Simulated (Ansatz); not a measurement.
Input and command of a plane-wave DFT calculation in Ansatz:

```yaml
crystal:
  lattice:
    - [0.0, 2.7476037344, 5.9011939204]
    - [2.7440008356, 0.0, 5.9011939204]
    - [2.7440008356, 2.7476037344, 0.0]
  atoms:
    - { symbol: Ca, position: [0.5, 0.5, 0.5] }
    - { symbol: Fe, position: [0.25, 0.25, 0.25], spin: 3.15 }
    - { symbol: Fe, position: [0.75, 0.75, 0.75], spin: 3.15 }
    - { symbol: As, position: [0.8762355, 0.8762355, 0.1237645] }
    - { symbol: As, position: [0.1237645, 0.1237645, 0.8762355] }
basis:
  ecutwfc: 500
kpoints:
  mp_grid: { grid: [10, 10, 10] }
hamiltonian:
  xc: r2scan
scf:
  occupations: { method: gaussian, width: 0.1 }
output:
  forces: true
  stress: true
  eigenvalues: true
  populations: true
magnetization:
  spin_polarized: true
relax:
  adjacent_minimum: "off"
  f_tol: 0.005
  max_steps: 80
  cell: { stress_tol: 0.05 }
```

```bash
ansatz run input.yaml --threads 2 --pin off --max-ram 5120MiB --backend cpu --events-out ev --progress --plain --runs-dir out
```

Processor: Arm Neoverse V2, 2 threads, on a host shared with other jobs.

Estimate time, memory and problem size.

About 7.2 min on 2 threads of Arm Neoverse V2 (shared host), peak memory 1.6 GiB. It solves 47 bands at 171 k points (the mesh reduced by the symmetry that the task leaves, which can be less than the crystal's) with about 2237 plane waves (on the last cell), in 51 SCF iterations over 4 ionic steps.
